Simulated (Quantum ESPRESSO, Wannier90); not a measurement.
## Wannierisation of Cs$_{2}$O (R-3m)

```xyz
3
Lattice="-2.0990 3.6355 0.0000 -4.1979 0.0000 0.0000 -2.0990 1.2118 6.6980" Properties=species:S:1:pos:R:3 pbc="T T T"
Cs     2.0990    -1.2118    -1.5162
Cs    -2.0990     1.2118     1.5162
O      0.0000     0.0000     0.0000
```

Materials Project entry mp-7988; symmetrised, unrelaxed at this level. COD (Crystallography Open Database) has an entry of this formula and space group (matched by these alone). Level: PBEsol, no spin polarisation, no spin-orbit coupling; pw.x of Quantum ESPRESSO at 68 Ry with PseudoDojo potentials, 8×8×8 k-points, Wannier90. Density: 8×8×8 mesh, Gaussian smearing 0.01 Ry. Spin-orbit coupling is left out although heavy elements are present.

Bands 10-12 form an isolated set from -0.94 to 0.00 eV relative to the valence-band maximum (on the path) and are turned into 3 Wannier functions by minimising the spread from the start: atomic waves O 2p.

Centres (Cartesian, Å; one of the equivalent choices) and spreads:

```json
[
 {"n": "1", "x": "0.000", "y": "0.000", "z": "0.000", "spread (Å²)": "2.310", "nearest atom": "O3"},
 {"n": "2", "x": "0.000", "y": "0.000", "z": "0.000", "spread (Å²)": "2.628", "nearest atom": "O3"},
 {"n": "3", "x": "0.000", "y": "0.000", "z": "0.000", "spread (Å²)": "2.628", "nearest atom": "O3"}
]
```

Ω_I = 7.53 Å², Ω_total = 7.57 Å²; the interpolated bands follow pw.x to 0.5 meV rms on the path. Only this start was tried; a symmetric start can stop on a saddle, and mixtures of these functions could lower the total by at most Ω_total − Ω_I.
